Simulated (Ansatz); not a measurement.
**ZnH6Se2O8 — ¹⁷O NMR of the central transition**

Cell: a COD entry, ions relaxed with PBE at fixed cell.

Space group P2_1/c (No. 14); a = 7.1550, b = 6.8880, c = 8.4340 Å, β = 118.65°.

| site | Wyckoff | site symmetry | x | y | z |
| --- | --- | --- | --- | --- | --- |
| Zn | 2a | -1 | 0.0000 | 0.0000 | 0.0000 |
| H3 | 4e | 1 | 0.2081 | 0.8375 | 0.5802 |
| H7 | 4e | 1 | 0.5050 | 0.5132 | 0.7464 |
| H11 | 4e | 1 | 0.1086 | 0.7158 | 0.8719 |
| Se | 4e | 1 | 0.3263 | 0.2233 | 0.8743 |
| O19 | 4e | 1 | 0.0766 | 0.3313 | 0.3336 |
| O23 | 4e | 1 | 0.8067 | 0.2698 | 0.5027 |
| O27 | 4e | 1 | 0.2870 | 0.0772 | 0.2436 |
| O31 | 4e | 1 | 0.3436 | 0.0366 | 0.7281 |

One atom of each set is listed.

Method: Kohn–Sham DFT in Ansatz, PBE, plane waves and PAW, scalar-relativistic, 420 eV cutoff, Γ-centred 4×4×4 k-points, Fermi–Dirac smearing 0.02 eV.

¹⁷O has I = 5/2 and Q = -25.58 mb (Pyykkö 2018); at 14.1 T its Larmor frequency is ν₀ = 81.4 MHz. Only the quadrupole interaction is simulated: positions count from each site's isotropic chemical shift, and shift anisotropy, dipolar and J coupling are left out.

Simulated pattern of one O site (static powder, Gaussian broadening 0.8 kHz):

offset (kHz), height and a bar:
```
   -22.54          0 
   -21.03         10 ###
   -19.52         29 #########
   -18.01         30 #########
   -16.51         32 #########
   -15.00         33 ##########
   -13.49         35 ###########
   -11.98         37 ###########
   -10.47         40 ############
    -8.96         43 #############
    -7.46         47 ##############
    -5.95         53 ################
    -4.44         60 ##################
    -2.93         74 ######################
    -1.42         98 #############################
     0.09         93 ############################
     1.59        100 ##############################
     3.10         53 ################
     4.61         34 ##########
     6.12         30 #########
     7.63         27 ########
     9.14         25 ########
    10.64          9 ###
    12.15          0
```

Task: Which |C_Q| and η does the pattern imply?

Result: The pattern spans 31.2 kHz before broadening and its centre of gravity is at -4.18 kHz, which fixes P_Q; the places of the horns and steps fix η. That gives P_Q = 7.53 MHz, |C_Q| = 6.73 MHz and η = 0.87, the values that the calculation gives site O23 (2 H at 0.99–1.00 Å, 1 Zn at 2.11 Å). The other sites have |C_Q| = 8.74, 8.38, 7.94 MHz. The sign of C_Q can't be read from the pattern.
